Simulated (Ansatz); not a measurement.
**Property card for Ti₅W**

Method: DFT PBE, scalar-relativistic, plane waves, PAW (Ansatz 0.2.0).

Cutoff 420 eV; k points 14×8×4 on the computed 12-atom cell (Γ-centred); Gaussian smearing, width 0.10 eV; no spin polarisation.

The structure is relaxed at this level of theory with its symmetry kept, and needn't be the ground state of this composition.

```
Ti W
1.0
     2.83159   -0.01281    0.00218
    -1.18722    5.28150    0.00176
    -0.19936   -0.06316   13.62992
Ti W
10 2
Direct
  0.77153 0.99358 0.17032
  0.48729 0.47558 0.16139
  0.18261 0.75524 0.33664
  0.80332 0.24460 0.34305
  0.19668 0.75540 0.65695
  0.81739 0.24476 0.66336
  0.22847 0.00642 0.82968
  0.51271 0.52442 0.83861
  0.13991 0.75830 0.00800
  0.86009 0.24170 0.99200
  0.00000 0.00000 0.50000
  0.50000 0.50000 0.50000
```

**Question.** Formation energy from the elements' standard states (uncorrected)?

**Answer.** +0.029 eV/atom.

**Question.** Kohn–Sham band gap?

**Answer.** none (metal).

**Question.** Density of states at the Fermi level?

**Answer.** 16.4 states/eV per cell.

**Question.** Orbital (Löwdin) character within 0.5 eV of the Fermi level?

**Answer.** Ti 3d 80 %, W 5d 8 %, unprojected 6 %.

Spin-orbit coupling is left out, which matters for the bands of heavy elements.

The cell was found from a structure generator's guess, not taken from experiment. Löwdin shares on free-atom orbitals overweight diffuse shells.
